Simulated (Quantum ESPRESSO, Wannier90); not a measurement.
# Wannier functions of MoS₂ (P6₃/mmc, 2Ha stacking, metal over metal as in NbS2)

```
MoS2
1.0
    3.18543     0.00000     0.00000
   -1.59271     2.75866     0.00000
    0.00000     0.00000    13.17839
Mo S
2 4
Direct
  0.00000   0.00000   0.25000
  0.00000   0.00000   0.75000
  0.33333   0.66667   0.36774
  0.66667   0.33333   0.63226
  0.66667   0.33333   0.86774
  0.33333   0.66667   0.13226
```

Cell from Materials Project (mp-1018809), symmetrised, no further relaxation. COD (Crystallography Open Database) has the formula in 3 space groups, this one among them (matched by group alone). Computed values, not measurements, from PBEsol: Quantum ESPRESSO (norm-conserving PseudoDojo potentials, cutoff 64 Ry, no spin polarisation, no spin-orbit coupling) on a Γ-centred 6×6×4 mesh, then Wannier90. Density: 12×12×4 mesh, cold smearing 0.01 Ry. The cell is built of weakly bound layers, chains or molecules, whose nearest atoms lie 3.94 Å apart. Database cells relaxed without dispersion often hold them too far apart, which can enlarge gaps and weakens couplings between them; spacing and stacking were not compared with the measured crystal.

postw90 (berry_task = kubo; independent particles, width 0.1 eV, no gap correction, excitons or local fields) prints σ_xx for one spin direction:

```csv
ħω (eV),Re σ (S/cm),Im σ (S/cm)
0.10,0,-85
2.10,985,-2710
2.80,6440,-1470
```

### Question
Work out the dielectric function, refractive index, reflectivity and absorption coefficient at these energies.

### Answer
ε = 1 + iσ/(ε0 ω), so ε₂ = Re σ/(ε0 ω) and ε₁ = 1 − Im σ/(ε0 ω); ε0 ω = 134.5 S/cm × ħω in eV, and σ is doubled for both spins.
- 0.10 eV: ε₁ = 13.6, ε₂ = 0.0; n + ik = √ε = 3.69 + 0.00i; R = 33 %
- 2.10 eV: ε₁ = 20.2, ε₂ = 7.0; n + ik = √ε = 4.56 + 0.77i; R = 42 %; α = 2ωk/c = 160000 cm⁻¹
- 2.80 eV: ε₁ = 8.8, ε₂ = 34.2; n + ik = √ε = 4.70 + 3.64i; R = 59 %; α = 2ωk/c = 1000000 cm⁻¹
The model holds its own bands alone, so ε₁ lacks the part of higher transitions, and near sharp peaks it hangs on the broadening.
